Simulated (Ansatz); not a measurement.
AlGa3As4:
```yaml
crystal:
  lattice:
    - [4.01056, 0.00000, 0.00000]
    - [0.00000, 4.01056, 0.00000]
    - [0.00000, 0.00000, 11.32561]
  atoms:
    - { symbol: Ga, position: [0.00000, 0.00000, 0.75028] }
    - { symbol: As, position: [0.50000, 0.00000, 0.87517] }
    - { symbol: Ga, position: [0.50000, 0.50000, 0.00000] }
    - { symbol: As, position: [0.00000, 0.50000, 0.12483] }
    - { symbol: Ga, position: [0.00000, 0.00000, 0.24972] }
    - { symbol: As, position: [0.50000, 0.00000, 0.37516] }
    - { symbol: Al, position: [0.50000, 0.50000, 0.50000] }
    - { symbol: As, position: [0.00000, 0.50000, 0.62484] }
```

Relaxed with r²SCAN.

Problem. Give the Bader charges and basin volumes of the independent atoms, DFT-r²SCAN in the program Ansatz with PAW potentials.

Solution. 

| atom | Bader charge (e) | Bader volume (Å³) |
|---|---|---|
| Ga1 | +0.78 | 16.6 |
| As2 | -0.77 | 28.8 |
| Ga3 | +0.77 | 16.6 |
| As6 | -1.43 | 33.6 |
| Al7 | +2.08 | 7.4 |

Space group P-4m2. The start of the workflow was typed in or built on a structure type; neither database checked (COD, Materials Project) lists it. Whether it is the stable phase at ambient conditions was not checked. The cell was relaxed with r²SCAN under the symmetry of its start; its stability against distortions is not shown here.

Potentials: the earlier of the program's two PAW sets.
